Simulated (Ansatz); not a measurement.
Problem. C in space group Fd-3m (No. 227; C on 8b, C on 32e) is relaxed with r²SCAN (plane waves, PAW; program Ansatz). What lattice parameters of the conventional cell result?

Solution. a = 9.588 Å.

Problem. Give the free coordinates with the occupied sites.

Solution. In one choice of origin and axes:

| atom | site | symmetry | x | y | z |
|---|---|---|---|---|---|
| C | 8b | -43m | 0.5000 | 0.5000 | 0.5000 |
| C | 32e | .3m | 0.5889 | 0.5889 | 0.5889 |

Problem. Is it a metal or does it have a gap at this level?

Solution. A gap of 5.12 eV.

The start of the workflow was typed in or built on a structure type. Its sites differ from those of the usual phase in this space group: another stacking or structure type. Symmetry was held in the r²SCAN relaxation; whether a distortion lowers the energy is not shown.

Potentials: the earlier of the program's two PAW sets.
